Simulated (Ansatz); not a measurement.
The start is a randomly generated symmetric cell of MnSi (space group No. 123). Cell shape, volume and atoms are optimised at zero target pressure with PBEsol (plane waves to 420 eV, PAW, scalar-relativistic; Ansatz, a quantum-chemistry and plane-wave program). The first steps use a coarse 8×8×6 k-mesh.

Input geometry:
```
MnSi
1.0
    2.84041     0.00000     0.00000
    0.00000     2.84041     0.00000
    0.00000     0.00000     3.90298
Mn Si
1 1
Direct
  0.50000   0.50000   0.50000
  0.00000   0.00000   0.50000
```
Spin-polarised start, with parallel moments on Mn.

Question: How large is the pressure on the unrelaxed cell, and of which sign?

Answer: +43 GPa (positive: the cell is compressed).

Question: How much energy is released per atom?

Answer: 1.06 eV/atom.

Question: How do the shortest distances between atoms change?

Answer: The closest pairs of elements (up to four, under 3.6 Å), start → end: Mn–Si 2.01 → 2.34 Å; Mn–Mn 2.84 → 2.65 Å; Si–Si 2.84 → 2.65 Å.

Question: What does it relax into? Give the structure.

Answer: 
```cif
data_MnSi
_chemical_formula_sum 'Mn1 Si1'
_space_group_name_H-M_alt 'P4/mmm'
_space_group_IT_number 123
_space_group_name_Hall '-P 4 2'
_cell_length_a 3.30348
_cell_length_b 3.30348
_cell_length_c 2.64586
_cell_angle_alpha 90.000
_cell_angle_beta 90.000
_cell_angle_gamma 90.000
loop_
_atom_site_label
_atom_site_type_symbol
_atom_site_symmetry_multiplicity
_atom_site_Wyckoff_symbol
_atom_site_fract_x
_atom_site_fract_y
_atom_site_fract_z
_atom_site_occupancy
Mn1 Mn 1 d 0.50000 0.50000 0.50000 1
Si1 Si 1 b 0.00000 0.00000 0.50000 1
```

The space group stays P4/mmm (No. 123) (the run could not lower it), with 2 atoms in the primitive magnetic cell. Final values are on a 14×14×17 k-mesh of the relaxed cell. Spin state reached: ferromagnetic (net 1.23 μB/atom), from parallel starting moments; other spin orders were not run from this start.

The run could not lose the symmetry of its start, so the end can be a saddle point.

All atoms sit on sites fixed by symmetry, so only the cell could relax.

The relaxed structure here is a generated cell of MnSi: the first start was made by a random draw of sites in a space group, and the end was not matched to a known phase here, so it may be hypothetical. Known forms of MnSi include space group No. 198.
